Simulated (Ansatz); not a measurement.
Nuclear-site quantities of TiO2 as the cell is scaled

```yaml
crystal:
  lattice:
    - [-1.89250, 1.89250, 4.75700]
    - [1.89250, -1.89250, 4.75700]
    - [1.89250, 1.89250, -4.75700]
  atoms:
    - { symbol: Ti, position: [0.00000, 0.00000, 0.00000] }
    - { symbol: Ti, position: [0.75000, 0.25000, 0.50000] }
    - { symbol: O, position: [0.20660, 0.20660, 0.00000] }
    - { symbol: O, position: [0.95660, 0.45660, 0.50000] }
    - { symbol: O, position: [0.54340, 0.04340, 0.50000] }
    - { symbol: O, position: [0.79340, 0.79340, 0.00000] }
```

Atoms are numbered in the order listed.

The cell comes from COD entry 9009086, which wasn't checked; take it as a given geometry.

Theory: Ansatz 0.2.0, DFT, LDA, all-electron PAW with datasets made for the crystal, scalar-relativistic.

Numerical set-up: a Γ-centred 13×13×13 k mesh, Fermi–Dirac smearing of 0.08 eV, cutoff 460 eV (chosen by the program for this cell), no spin polarisation.

The contact density is the mean electron density over the nuclear volume; its changes follow the s electrons' response to bonding and compression. Changes below are taken from the unscaled cell, where it is 56473.2 e/Å³ at Ti1, 2125.67 e/Å³ at O3.

Volumes at which the program chose other datasets or cutoffs are left out.

The datasets are made afresh for each cell, so very small changes are uncertain.

Task: Does compression raise or lower the contact density at O3?

Result: It lowers it, by 0.12 e/Å³ over the whole range.

Task: Tabulate the changes with volume.

Result: 
```json
{"V/V(cell)": "1.0000", "P (GPa)": "-5.7", "Δρ(0) Ti1 (e/Å³)": "0.00", "Δρ(0) O3 (e/Å³)": "0.00", "Vzz Ti1 (10²¹ V/m²)": "-0.05", "Vzz O3 (10²¹ V/m²)": "1.48"}
{"V/V(cell)": "1.0100", "P (GPa)": "-7.8", "Δρ(0) Ti1 (e/Å³)": "-0.15", "Δρ(0) O3 (e/Å³)": "0.03", "Vzz Ti1 (10²¹ V/m²)": "-0.06", "Vzz O3 (10²¹ V/m²)": "1.54"}
{"V/V(cell)": "1.0200", "P (GPa)": "-9.8", "Δρ(0) Ti1 (e/Å³)": "-0.30", "Δρ(0) O3 (e/Å³)": "0.06", "Vzz Ti1 (10²¹ V/m²)": "-0.07", "Vzz O3 (10²¹ V/m²)": "1.59"}
{"V/V(cell)": "1.0400", "P (GPa)": "-13.4", "Δρ(0) Ti1 (e/Å³)": "-0.59", "Δρ(0) O3 (e/Å³)": "0.12", "Vzz Ti1 (10²¹ V/m²)": "-0.09", "Vzz O3 (10²¹ V/m²)": "1.71"}
```
